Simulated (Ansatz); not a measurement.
BeS:
```
CELL_PARAMETERS angstrom
      3.42358     0.00000     0.00000
     -1.71179     2.96490     0.00000
      0.00000     0.00000     7.74641
ATOMIC_POSITIONS crystal
  Be 0.00000 0.50000 0.33333
  Be 0.50000 0.50000 0.66667
  Be 0.50000 0.00000 0.00000
  S  0.00000 0.50000 0.83333
  S  0.50000 0.50000 0.16667
  S  0.50000 0.00000 0.50000
```

Cartesian axes are those of the cell as given.

Task: Give the high-frequency dielectric tensor and the Born effective charge tensors of the independent atoms from DFPT, the program Ansatz at the PBEsol level (PAW).

Result: 
ε∞:
```
6.88  0.00  0.00
0.00  6.88  0.00
0.00  0.00  7.51
```
Z* of atom 1 (Be), rows: field, columns: displacement, in e:
```
2.08  0.37  0.00
0.37  1.65  0.00
0.00  0.00  1.89
```
Z* of atom 4 (S), rows: field, columns: displacement, in e:
```
-2.02  -0.26   0.00
-0.26  -1.72   0.00
 0.00   0.00  -1.89
```

Space group P6_422. The start of the workflow was typed in or built on a structure type; neither database checked (COD, Materials Project) lists it. COD files the formula under space group No. 216. Its standing as an ambient phase is unchecked. Symmetry was held in the PBEsol relaxation; whether a distortion lowers the energy is not shown.

Potentials: the later of the program's two PAW sets.
